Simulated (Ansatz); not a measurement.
P (black phosphorus), relaxed with PBE (Ansatz, a program for electronic structure, plane waves, PAW): a = 3.311 Å, b = 11.294 Å, c = 4.566 Å, α = 90.00°, β = 90.00°, γ = 90.00°.

- gap (eV): 0.14
- B₀ by P(V) fit (GPa): 7.3

Q: The same phase is relaxed and computed with r²SCAN+D4 in the same code. What are the cell and these values now?

A: a = 3.2976 Å, b = 10.6877 Å, c = 4.4731 Å, α = β = γ = 90.00°.

- gap (eV) = none
- B₀ by P(V) fit (GPa) = 23.4

Weakly bound layers, chains or molecules computed without a dispersion correction, so cells and soft constants are ill determined: P, black phosphorus with PBE. All cells were relaxed under the symmetry of their starts (and spin orders); stability against distortions was not tested throughout.

Potentials: the later of the program's two PAW sets.

Ansatz is a plane-wave DFT program.
